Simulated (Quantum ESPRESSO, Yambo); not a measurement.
Cs₂NaYF₆ (space group Fm-3m, No. 225). The geometry is that of Materials Project entry mp-13925, symmetrised and not relaxed again. Chain: norm-conserving PBEsol (Quantum ESPRESSO, 88 Ry, without SOC); G0W0 in Yambo (2×2×2 Γ-centred k mesh, bands 2 to 286 and a 7 Ry block in the screening, 286 bands in G with the Bruneval-Gonze terminator, plasmon pole fitted at 27.2 eV); BSE (4×4×4 mesh, 18 valence and 12 conduction bands, static screening with 110 bands and a 3 Ry block, scissor 3.38 eV, Tamm-Dancoff).

- PBEsol gap (dense path): 6.73 eV
- PBEsol gap Γ → Γ on the GW mesh: 6.73 eV
- PBEsol smallest direct gap on the GW mesh, at Γ: 6.73 eV
- G0W0 direct gap at that point: 10.10 eV
- G0W0 correction to the gap Γ → Γ: 3.38 eV
- direct gap on the BSE mesh, with the scissor: 10.10 eV
- first BSE state allowed for light along x: 8.63 eV
- lowest BSE state: 8.45 eV
- binding of the lowest exciton: 1.65 eV
- RPA electronic dielectric constant along x: 2.18 (4×4×4 mesh, PBEsol bands)

Rough cost of the Yambo steps against G0W0 for 6 states: BSE about 4×, one RPA spectrum about 1/10.

Convergence of the G0W0 settings was not tested. The k mesh is coarse. The BSE states are vertical excitations (zero momentum). Convergence of the RPA response with its 4×4×4 mesh was not tested. Convergence of the binding with the mesh was not shown.
